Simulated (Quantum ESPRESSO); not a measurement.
## Band energies of CdZnO₂

```
CELL_PARAMETERS angstrom
      3.36823     0.00000     0.00000
     -1.68411     2.91697     0.00000
      0.00000     0.00000     5.61156
ATOMIC_POSITIONS crystal
  O  0.66667 0.33333 0.09831
  O  0.00000 0.00000 0.65242
  Zn 0.00000 0.00000 0.99682
  Cd 0.66667 0.33333 0.48844
```

PBEsol (pw.x of Quantum ESPRESSO, ONCV potentials, with spin-orbit coupling); path ΓMKΓALHA,LM,KH; energies in eV from the Fermi level.

```csv
k (1/Å),point,band 52,band 53,band 54,band 55,band 56,band 57,band 58,band 59
0.00,Γ,-0.05,-0.02,-0.02,4.61,4.61,7.01,7.01,12.21
0.54,,-0.30,2.26,2.28,6.17,6.19,7.53,7.54,8.97
1.08,M,-0.66,4.75,4.75,5.73,5.73,7.02,7.02,8.32
1.20,,-0.71,4.86,4.87,5.77,5.78,7.11,7.11,8.28
1.70,K,-1.40,6.40,6.45,6.50,6.53,6.67,6.69,7.98
1.91,,-1.19,5.25,5.29,6.85,6.91,7.38,7.40,7.88
2.53,,-0.22,1.67,1.69,5.71,5.73,7.35,7.36,9.99
2.94,Γ,-0.05,-0.02,-0.02,4.61,4.61,7.01,7.01,12.21
3.05,,-0.05,0.36,0.36,4.48,4.48,7.13,7.13,12.19
3.50,A,-0.28,2.23,2.23,2.95,2.95,8.51,8.51,10.01
3.70,,-0.34,2.39,2.40,3.25,3.27,8.68,8.69,9.85
4.29,,-0.89,3.83,3.85,5.28,5.32,7.39,7.40,8.61
4.58,L,-1.06,4.72,4.72,4.92,4.92,7.29,7.29,7.91
4.89,,-1.18,5.36,5.38,5.51,5.54,7.50,7.51,7.96
5.20,H,-1.24,6.48,6.59,6.59,6.64,6.65,6.74,7.96
5.39,,-1.21,5.36,5.40,6.87,6.93,7.18,7.23,7.67
5.97,,-0.61,3.00,3.01,4.36,4.40,8.87,8.90,9.34
6.44,A,-0.28,2.23,2.23,2.95,2.95,8.51,8.51,10.01
6.44,L,-1.06,4.72,4.72,4.92,4.92,7.29,7.29,7.91
7.00,M,-0.66,4.75,4.75,5.73,5.73,7.02,7.02,8.32
7.00,K,-1.40,6.40,6.45,6.50,6.53,6.67,6.69,7.98
7.56,H,-1.24,6.48,6.59,6.59,6.64,6.65,6.74,7.96
```

Along the path the PBEsol gap is only about 0.02 eV, below what this setup resolves reliably; no G0W0 run was built on it. Semilocal functionals shrink small gaps, and the order of the bands at the edge may be inverted.

Geometry relaxed with PBEsol.

The structure is a Materials Project entry; no match was found in the copy of COD used, and its stability was not checked.
